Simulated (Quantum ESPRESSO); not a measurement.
# Planted mistakes on one cell of BSi2ON3

Calculated results; nothing here was measured. They come from pw.x of Quantum ESPRESSO 7.5, a plane-wave density functional program, with PseudoDojo standard norm-conserving files (v0.5 for PBE, v0.4.1 for LDA and PBEsol). The cells are made up: elements, strain and atom displacements were drawn at random, and nothing was relaxed. There is no spin polarisation, spin-orbit coupling or dispersion term.

The cell has 8 sites of a wurtzite lattice (rectangular cell). Sites 1 to 4 hold B Si empty Si; sites 5 to 8 hold O N N N. Cell vectors in Å: (2.895, -0.050, -0.027); (-0.086, 4.969, 0.030); (-0.044, 0.029, 4.835). Settings: PBE, cutoff 1143 eV, 6 x 4 x 4 k mesh shifted by half a step, Fermi-Dirac smearing of 0.025 eV.

The intended run has a self-consistency threshold of 1e-07 eV, a smearing term of 0.000 eV, a pressure of -16.80 GPa and 13 iterations. Each further run changes one thing: all lengths scaled by 0.9859; atoms of sites 1 and 4 exchanged; cutoff 821 eV; files of PBEsol; k mesh 1 x 1 x 1; one electron removed; smearing 0.35 eV; threshold 0.03 eV. A coarse mesh keeps the shift, and a charged cell sits in a uniform background.

```
run  change of free energy (eV)  smearing term -TS (eV)  change of P (GPa)  largest change of a force component (eV/Å)  iterations
  A                      -7.292                  -0.011             -27.57                                       1.828          14
  B                       0.290                   0.000              -5.00                                       0.018          13
  C                       1.536                   0.000               8.18                                       4.691          13
  D                       3.837                   0.000              -4.10                                       0.085          13
  E                      -0.237                   0.000               7.65                                       0.886          12
  F                      -2.637                   0.000              -3.97                                       2.491          13
  G                       0.007                   0.000               0.64                                       0.082           6
  H                      -0.015                  -0.081               0.22                                       0.053          11
```

A rerun of the intended cell at 1437 eV and k mesh 8 x 6 x 6 moved values by no more than 0.002 eV in the cell's energy, 0.04 GPa in stress and 0.003 eV/Å in force.

Question: which change belongs to which run?

## Worked reading

Run G has the fewest iterations, as a run stopped early does. Run H has the largest smearing term, as wide smearing gives. Run E changes the volume by a factor of 0.9583; minus its pressure change over the logarithm of that factor, 180 GPa, is a rough bulk modulus with clamped atoms. Energies from files of another functional, or of a charged cell, have another zero and say nothing on stability; the pressure of a charged cell rests on the program's zero of potential too.

## Key

| run | change |
| --- | --- |
| A | one electron removed |
| B | cutoff 821 eV |
| C | atoms of sites 1 and 4 exchanged |
| D | files of PBEsol |
| E | all lengths scaled by 0.9859 |
| F | k mesh 1 x 1 x 1 |
| G | threshold 0.03 eV |
| H | smearing 0.35 eV |